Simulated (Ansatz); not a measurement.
Structure types of V were relaxed at one common pressure (all-electron LAPW in Ansatz 0.2.0 under PBEsol, scalar-relativistic, no spin polarisation, zero temperature). They take these volumes:

| type | space group | V (Å³/atom) |
| --- | --- | --- |
| bcc | Im-3m | 10.07 |
| hcp | P6_3/mmc | 10.27 |
| beta tin | I4_1/amd | 10.17 |
| sc | Pm-3m | 10.46 |
| simple hexagonal | P6/mmm | 10.36 |

Task: At about which pressure, and is the densest type also the lowest in enthalpy?

Result: 78 GPa. The densest is bcc, and it is also the lowest in enthalpy among these.
